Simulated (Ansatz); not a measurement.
Does relaxation matter for the field gradients of PbS with Ba replacing Pb?

Start: a supercell of PbS (rock salt type, Fm-3m) built from a COD entry (the entry's cell lengths or inner coordinates differ somewhat from later room-temperature determinations), with all atoms left at the host's positions.

```
CELL_PARAMETERS angstrom
0.00000 8.89725 8.89725
8.89725 0.00000 8.89725
8.89725 8.89725 0.00000
ATOMIC_POSITIONS crystal
Ba 0.00000 0.00000 0.00000
Pb 0.00000 0.00000 0.33333
Pb 0.00000 0.00000 0.66667
Pb 0.00000 0.33333 0.00000
Pb 0.00000 0.33333 0.33333
Pb 0.00000 0.33333 0.66667
Pb 0.00000 0.66667 0.00000
Pb 0.00000 0.66667 0.33333
Pb 0.00000 0.66667 0.66667
Pb 0.33333 0.00000 0.00000
Pb 0.33333 0.00000 0.33333
Pb 0.33333 0.00000 0.66667
Pb 0.33333 0.33333 0.00000
Pb 0.33333 0.33333 0.33333
Pb 0.33333 0.33333 0.66667
Pb 0.33333 0.66667 0.00000
Pb 0.33333 0.66667 0.33333
Pb 0.33333 0.66667 0.66667
Pb 0.66667 0.00000 0.00000
Pb 0.66667 0.00000 0.33333
Pb 0.66667 0.00000 0.66667
Pb 0.66667 0.33333 0.00000
Pb 0.66667 0.33333 0.33333
Pb 0.66667 0.33333 0.66667
Pb 0.66667 0.66667 0.00000
Pb 0.66667 0.66667 0.33333
Pb 0.66667 0.66667 0.66667
S 0.16667 0.16667 0.16667
S 0.16667 0.16667 0.50000
S 0.16667 0.16667 0.83333
S 0.16667 0.50000 0.16667
S 0.16667 0.50000 0.50000
S 0.16667 0.50000 0.83333
S 0.16667 0.83333 0.16667
S 0.16667 0.83333 0.50000
S 0.16667 0.83333 0.83333
S 0.50000 0.16667 0.16667
S 0.50000 0.16667 0.50000
S 0.50000 0.16667 0.83333
S 0.50000 0.50000 0.16667
S 0.50000 0.50000 0.50000
S 0.50000 0.50000 0.83333
S 0.50000 0.83333 0.16667
S 0.50000 0.83333 0.50000
S 0.50000 0.83333 0.83333
S 0.83333 0.16667 0.16667
S 0.83333 0.16667 0.50000
S 0.83333 0.16667 0.83333
S 0.83333 0.50000 0.16667
S 0.83333 0.50000 0.50000
S 0.83333 0.50000 0.83333
S 0.83333 0.83333 0.16667
S 0.83333 0.83333 0.50000
S 0.83333 0.83333 0.83333
```

Atom numbers follow the list; atoms alike are taken as one site, whose name carries the number of the first.

Level of theory: DFT, PBE, plane waves and PAW, scalar-relativistic, 420 eV cutoff, Γ-centred 2×2×2 k-points, Fermi–Dirac smearing 0.01 eV (Ansatz 0.2.0).

The largest force at the start is 0.50 eV/Å. Relaxing the ions at fixed cell moves them by 0.078 Å at most (atom 30, S) and 0.028 Å rms.

| site | atom | moved (Å) | first shell before | first shell after | V_zz before (10²¹ V/m²) | η before |
| --- | --- | --- | --- | --- | --- | --- |
| Ba | 1 | 0.000 | 6 S at 2.97 Å | 6 S at 3.04 Å | 0.00 | – |
| Pb2 | 2 | 0.017 | 6 S at 2.97 Å | 6 S at 2.95–2.98 Å | -0.020 | 0.16 |
| Pb5 | 5 | 0.001 | 6 S at 2.97 Å | 6 S at 2.96–2.97 Å | -0.040 | 0.00 |
| Pb15 | 15 | 0.018 | 6 S at 2.97 Å | 6 S at 2.91–2.97 Å | 0.11 | 0.00 |
| S28 | 28 | 0.005 | 6 Pb at 2.97 Å | 6 Pb at 2.96–2.97 Å | 0.052 | 0.00 |
| S30 | 30 | 0.078 | 5 Pb at 2.97 Å, 1 Ba at 2.97 Å | 5 Pb at 2.91–2.98 Å, 1 Ba at 3.04 Å | -4.64 | 0.00 |
| S32 | 32 | 0.009 | 6 Pb at 2.97 Å | 6 Pb at 2.95–2.97 Å | 0.089 | 0.35 |

(1) How do the gradients change?

Answers

(1) 

```tsv
site	atom	V_zz after	η after	change of V_zz
Ba	1	0.00	–	0.00
Pb2	2	0.79	0.85	–
Pb5	5	0.028	0.00	+0.07
Pb15	15	-3.56	0.00	-3.67
S28	28	-0.054	0.00	-0.11
S30	30	-3.94	0.00	+0.70
S32	32	-0.22	0.69	–
```

The largest change of V_zz along a kept axis is on Pb15, from 0.11 to -3.56. In per cent, |V_zz| changes by -15 on S (all sites that start above 0.5). V_zz changes sign on Pb15 (same axis), S28 (same axis), Pb5 (same axis). On S32, Pb2 the largest principal value lies along another axis in the second run, so the two V_zz can't be compared directly. Other sites without a gradient aren't listed.

The defect repeats with the cell of 54 atoms, so it feels its images: sites between two images don't show the values beside a lone defect, and zeros or small values of η there can come from the images' arrangement. Spin–orbit coupling is left out, which shifts gradients on Pb by a few per cent in wide-gap crystals, and can shift them far more where the calculated gap is small or absent, as here. With a gap of 0.5 eV on this mesh, small gradients can still move by 0.1 × 10²¹ V/m² or more as the k-mesh gets denser.
Before: The neighbours have not yet relaxed around the defect (largest force 0.50 eV/Å), so a real crystal will differ.
After: The relaxation keeps the site symmetry m-3m of the start, so the impurity can't leave its site; a start off the site could end lower.
